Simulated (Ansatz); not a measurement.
Given:

YNiGe3:
```
CELL_PARAMETERS angstrom
      2.03816   -10.73596     0.00000
      2.03816    10.73596     0.00000
      0.00000     0.00000     4.08057
ATOMIC_POSITIONS crystal
  Y  0.83115 0.16885 0.50000
  Y  0.16885 0.83115 0.50000
  Ni 0.60999 0.39001 0.00000
  Ni 0.39001 0.60999 0.00000
  Ge 0.05743 0.94257 0.00000
  Ge 0.94257 0.05743 0.00000
  Ge 0.28358 0.71642 0.00000
  Ge 0.71642 0.28358 0.00000
  Ge 0.44275 0.55725 0.50000
  Ge 0.55725 0.44275 0.50000
```

This is the r²SCAN-relaxed structure.

### Question
All from DFT-r²SCAN in the program Ansatz with PAW potentials, unless another level is named. Give the electronic character.

### Answer
metallic (no gap).

### Question
What about the density of states at the Fermi level?

### Answer
0.26 states/eV per atom (mean over ±0.08 eV).

### Question
What about the formation energy from the elements (no fitted shifts)?

### Answer
-0.62 eV/atom.

Space group Cmmm. The first step of the workflow began from a Materials Project structure, measured or hypothetical; the Crystallography Open Database copy checked does not list it. Its standing as an ambient phase is unchecked. The r²SCAN relaxation kept the symmetry of its start; whether a distortion lowers the energy is not shown. The run is not spin-polarised. The references are the lowest solids computed at this level, not always the standard phases. Scalar-relativistic: spin–orbit coupling is off unless named, which matters more the heavier the elements.

Potentials: the later of the program's two PAW sets.
